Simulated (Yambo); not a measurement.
Yambo run on KHF₂ (space group I4/mcm, No. 140). The wavefunctions are PBEsol (Quantum ESPRESSO, PseudoDojo norm-conserving, 84 Ry, scalar-relativistic) ones on a 4×4×4 mesh (24 occupied bands); a = b = c = 5.1880 Å, α = β = 114.69°, γ = 99.48°.

Yambo input:

```
rim_cut
gw0
dyson
el_el_corr
HF_and_locXC
cohsex
em1s
RandQpts= 1000000
RandGvec= 1 Ry
EXXRLvcs= 84 Ry
VXCRLvcs= 336 Ry
Chimod= "HARTREE"
% BndsRnXs
 1 | 118 |
%
NGsBlkXs= 6 Ry
% LongDrXs
 1.0 | 1.0 | 1.0 |
%
ExtendOut
% QPkrange
 1 | 1 | 24 | 25 |
 13 | 13 | 24 | 24 |
%
```

k points by index: 1 = Γ, 13 = Z.

Table of the .qp output:

```
#    K-point    Band    Eo [eV]    E [eV]    E-Eo [eV]    Vxc [eV]    Vnlxc [eV]    Sc|Eo [eV]    Re(Z)    Im(Z)
#
    1    24    -0.057630    -4.615006    -4.557376    -22.23556    -30.39972    3.606787    1.000000    0.000000
    1    25    7.178206    7.965831    0.787625    -8.874509    -4.666805    -3.420079    1.000000    0.000000
    13    24    0.000000    -4.545794    -4.545794    -22.38885    -30.56564    3.630997    1.000000    0.000000
```
(The two width columns are left out.) Convergence of these settings isn't established.

Geometry of the Materials Project entry, not relaxed at this level.
